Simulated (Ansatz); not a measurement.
Crystals of one structure type (zinc blende) and one family of elements, relaxed and computed with plane-wave PAW LDA (Ansatz code).

```json
[
 {"crystal": "InP", "K_Hill (GPa)": "71.3", "G_Hill (GPa)": "?"},
 {"crystal": "GaAs", "K_Hill (GPa)": "74.4", "G_Hill (GPa)": "46.0"},
 {"crystal": "AlAs", "K_Hill (GPa)": "75.6", "G_Hill (GPa)": "41.3"},
 {"crystal": "GaP", "K_Hill (GPa)": "90.1", "G_Hill (GPa)": "56.0"},
 {"crystal": "BAs", "K_Hill (GPa)": "147", "G_Hill (GPa)": "134"},
 {"crystal": "BP", "K_Hill (GPa)": "176", "G_Hill (GPa)": "169"}
]
```

Problem. Fit a straight line to ln G against ln K and predict the withheld value.

Solution. Least squares on the 5 shown rows: ln G = 1.63 × ln K + (-3.274), with a scatter of 5 %. For InP this gives 39.7. The run itself gave 34.0, outside the scatter: the line misses something about this case.

All cells were relaxed under the symmetry of their starts (and spin orders); stability against distortions was not tested throughout. Spin–orbit coupling is left out wherever it is not named.

Potentials: the later of the program's two PAW sets.
